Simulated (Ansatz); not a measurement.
Clean, relaxed (111) surface of Ag, space group Fm-3m (No. 225) (top face towards +c; atoms held fixed, by place in the list: 1, 2, 3, 4):

```xyz
12
Lattice="5.7607 0.0000 0.0000 -2.8803 4.9889 0.0000 0.0000 0.0000 21.7036" Properties=species:S:1:pos:R:3 pbc="T T T"
Ag    1.4402    0.8315    8.5000
Ag    0.0000    3.3259    8.5000
Ag    4.3205    0.8315    8.5000
Ag    2.8803    3.3259    8.5000
Ag    2.8803    1.6630   10.8715
Ag    1.4402    4.1574   10.8715
Ag    0.0000    1.6630   10.8715
Ag   -1.4402    4.1574   10.8715
Ag   -1.4402    2.4944   13.2442
Ag    0.0000    0.0000   13.2442
Ag    1.4402    2.4944   13.2442
Ag    2.8803    0.0000   13.2442
```

These are results of DFT PBE+D3(BJ), scalar-relativistic, plane waves, PAW (Ansatz 0.2.0), not measurements. Cutoff 420 eV; k points 6×6×1 on the computed 12-atom cell (Γ-centred); Gaussian smearing, width 0.10 eV; no spin polarisation. The cell repeats along c with a dipole correction in the vacuum.

E_ads counts from the clean slab and the free adsorbate (spin-polarised where it has unpaired electrons); negative means bound. With the adsorbate the cell is lengthened along c to keep the vacuum.

Question: CO is put at the hollow (Ag-Ag-Ag) at (0.67, 0.83) site, one adsorbate per 28.7 Å². What structure does it relax to?

Answer: E_ads = -0.45 eV. Contacts: C–Ag 2.30 Å, C–Ag 2.30 Å, C–Ag 2.30 Å. Bonds within the adsorbate: C–O 1.16 Å.

```xyz
14
Lattice="5.7607 0.0000 0.0000 -2.8803 4.9889 0.0000 0.0000 0.0000 24.8536" Properties=species:S:1:pos:R:3 pbc="T T T"
Ag    1.4402    0.8315    8.5000
Ag    0.0000    3.3259    8.5000
Ag    4.3205    0.8315    8.5000
Ag    2.8803    3.3259    8.5000
Ag    2.8797    1.6626   10.8702
Ag    1.4402    4.1574   10.8216
Ag    0.0006    1.6626   10.8702
Ag   -1.4402    4.1581   10.8702
Ag   -1.4402    2.4944   13.2032
Ag    0.0282    0.0163   13.2262
Ag    1.4402    2.4619   13.2262
Ag    2.8521    0.0163   13.2262
C     1.4402    4.1574   14.7826
O     1.4402    4.1574   15.9456
```

Each end is the local minimum or symmetric point that its start leads to. The slab is only 4.7 Å thick, so the energies aren't converged with thickness.

For at least one of the starts the bottom face's work function also shifts by over 0.1 eV: the slab is too thin to screen the adsorbate, so the work functions aren't converged with thickness.